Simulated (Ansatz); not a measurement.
## Structure relaxation, Cu$_{2}$O

The start is a relaxed Cu2O cell with one O and one Cu atom exchanged in a cell of 6 atoms. The cell and all atomic positions are relaxed at zero pressure with PBE (plane waves to 420 eV, PAW, scalar-relativistic; Ansatz, a first-principles code). First-step values are on the input's coarse k-mesh.

Ansatz input (later rounds restart from its end on a renewed k-mesh):
Ansatz 0.2 input:
```yaml
crystal:
  lattice:
    - [4.2991736862, 0, 0]
    - [0, 4.2991736862, 0]
    - [0, 0, 4.2991736862]
  atoms:
    - { symbol: Cu, position: [0.75, 0.75, 0.75] }
    - { symbol: Cu, position: [0.75, 0.25, 0.25] }
    - { symbol: Cu, position: [0.25, 0.75, 0.25] }
    - { symbol: O, position: [0.25, 0.25, 0.75] }
    - { symbol: O, position: [0, 0, 0] }
    - { symbol: Cu, position: [0.5, 0.5, 0.5] }
basis: { ecutwfc: 420, ecutrho_ratio: 4, xc_grid: 2, fft_grid_basis: typed }
kpoints: { mp_grid: { grid: [6, 6, 6] } }
hamiltonian:
  xc: pbe
  dispersion: none
  pseudopotentials: { azcp: { folder: ./paw }, kind: paw }
scf: { occupations: { method: fermi_dirac, width: 0.05 } }
relax: { f_tol: 0.01, max_steps: 100, cell: { stress_tol: 0.02 } }
output: { forces: true, stress: true }
```

Task: How does the volume per atom move from start to end?

Result: -14.7 %, from 13.24 to 11.30 Å³/atom.

Task: Is the parent structure recovered?

Result: It does not go back: it is caught in R3m (No. 160), 0.25 eV/atom above the parent.

Task: How do the shortest distances between atoms change?

Result: The closest pairs of elements (up to four, under 3.6 Å), start → end: Cu–O 1.86 → 1.88 Å; Cu–Cu 1.86 → 2.56 Å; O–O 1.86 → 2.52 Å.

Task: Is the relaxed structure metallic? Give its gap.

Result: No gap (metallic).

Task: What does it relax into? Give the structure.

Result: 
Space group R3m, hexagonal axes (No. 160); a = b = 5.493 Å, c = 7.784 Å, α = β = 90.00°, γ = 120.00°

```tsv
atom	site	symmetry	x	y	z
Cu	9b	.m	0.3469	0.1735	0.0173
O	3a	3m	0.0000	0.0000	0.1766
O	3a	3m	0.0000	0.0000	0.8530
Cu	3a	3m	0.0000	0.0000	0.4186
```
(The calculation used a cell of 6 atoms; values per cell refer to that cell.)

Final values are on a 12×12×12 k-mesh of the relaxed cell. The start holds a very short contact (Cu–Cu 1.86 Å). No spin polarisation in the result. The d or f electrons are treated with no Hubbard U.

The run could not lose the symmetry of its start: the end is stationary, and may be a saddle point rather than a minimum.

The relaxed structure here is a generated cell of Cu2O: the first start was made by placing the elements on the sites of a structure type, and the end was not matched to a known phase here, so it may be hypothetical. Known forms of Cu2O include space group No. 224.
